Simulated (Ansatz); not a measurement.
**Question.** Each is relaxed and computed with DFT-PBEsol in the program Ansatz with PAW potentials. Which is the only metal?
(A) AlSiCN, P3m1 (Al on 1b, Si on 1c, C on 1b, N on 1c)
(B) WO3, P4/nmm (W on 2c, O on 2c, O on 4d)
(C) NaF, rock salt
(D) SiW, rock salt

**Answer.** D, SiW, rock salt. SiW: metal; WO3: gap 0.57 eV; NaF: gap 6.20 eV (direct); AlSiCN: gap 3.26 eV (indirect). Constructed cells (a structure type filled with these elements, in neither database checked): SiW, rock salt. Standing as an ambient phase not checked: WO3, P4/nmm (W on 2c, O on 2c, O on 4d); AlSiCN, P3m1 (Al on 1b, Si on 1c, C on 1b, N on 1c). Unstable at this level: SiW, rock salt. All cells were relaxed under the symmetry of their starts (and spin orders); stability against distortions was not tested throughout. Rows with no word on spin ran without spin polarisation. Spin–orbit coupling is left out wherever it is not named.

Potentials: the later of the program's two PAW sets.
